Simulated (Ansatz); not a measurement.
## Gd (P-3m1): majority and minority states

The source of the geometry is a structure from the Materials Project; atoms and cell stay fixed.

Settings: PBE, 9×9×3 k mesh, Fermi–Dirac smearing of 0.05 eV. LAPW is all-electron LAPW in Ansatz 0.2.0. Site moments are integrated in spheres about the atoms.

The input and its command:

```yaml
crystal:
  lattice:
    - [3.6555206459, 0.0, 0.0]
    - [-1.827760323, 3.1657737434, 0.0]
    - [0.0, 0.0, 11.77960696]
  atoms:
    - { symbol: Gd, position: [0.0, 0.0, 0.0], spin: 7.4 }
    - { symbol: Gd, position: [0.0, 0.0, 0.5], spin: -7.3 }
    - { symbol: Gd, position: [0.3333333333, 0.6666666667, 0.24808348], spin: 7.3 }
    - { symbol: Gd, position: [0.6666666667, 0.3333333333, 0.75191652], spin: 7.3 }
magnetization:
  spin_polarized: true
kpoints:
  mp_grid: { grid: [9, 9, 3] }
scf:
  occupations: { method: fermi_dirac, width: 0.05 }
hamiltonian:
  xc: pbe
  pseudopotentials: { kind: all_electron, lapw: { basis_error: 0.001 } }
output:
  forces: true
  stress: true
  eigenvalues: false
  populations: true
  dos: { projected: true, de: 0.1, e_range: [-8, 5] }
```

Command: `ansatz run input.yaml --threads 2 --pin off --max-ram 6144MiB --backend cpu --events-out ev --progress --plain --runs-dir out`

Density of states, smoothed by a Gaussian of 0.15 eV:

```
E − E_F (eV)  majority (states/eV/cell)  minority (states/eV/cell)
       -7.00                       0.00                       0.00
       -6.60                       0.00                       0.00
       -6.20                       0.00                       0.00
       -5.80                       0.00                       0.00
       -5.40                       0.00                       0.00
       -5.00                      10.07                       1.36
       -4.60                      41.52                      17.07
       -4.20                       0.48                       0.45
       -3.80                       0.30                       0.17
       -3.40                       0.41                       0.27
       -3.00                       0.55                       0.39
       -2.60                       0.85                       0.51
       -2.20                       1.43                       0.79
       -1.80                       1.91                       1.35
       -1.40                       2.23                       1.96
       -1.00                       2.60                       2.30
       -0.60                       2.50                       2.69
       -0.20                       3.37                       2.89
        0.20                       5.58                      14.83
        0.60                      16.15                      39.83
        1.00                       5.11                       4.82
        1.40                       3.16                       3.66
        1.80                       3.10                       3.86
        2.20                       3.04                       3.22
        2.60                       1.68                       3.46
        3.00                       1.74                       2.31
        3.40                       2.24                       1.30
        3.80                       2.25                       2.10
        4.20                       1.99                       1.96
```

**Question.** What spin moment does the cell carry?

**Answer.** 15.24 μB. Site moments (μB): Gd1 7.49, Gd2 -7.33, Gd3 7.39, Gd4 7.39.

Löwdin populations of d and f shells (filled inner shells left out):

```csv
shell,up,down
Gd1 5d,1.41,0.73
Gd1 4f,6.99,0.10
Gd2 5d,0.82,1.34
Gd2 4f,0.11,6.99
Gd3 5d,1.37,0.79
Gd3 4f,6.99,0.11
Gd4 5d,1.37,0.79
Gd4 4f,6.99,0.11
```

The program warned that a lower magnetic state may exist. Without U a semilocal functional puts the f levels too near the Fermi level, which can change moments and the order of magnetic states; site and cell moments are spin moments. Spin–orbit coupling is left out although heavy atoms are present. With open f shells a run can end in a state that isn't the lowest. The state reached may lie above the lowest one, so it isn't offered as the ground state. None of this fixes the real material's magnetic order: only patterns that fit the cell were computed, without spin fluctuations and on one mesh and smearing, with a functional that can overstate moments.
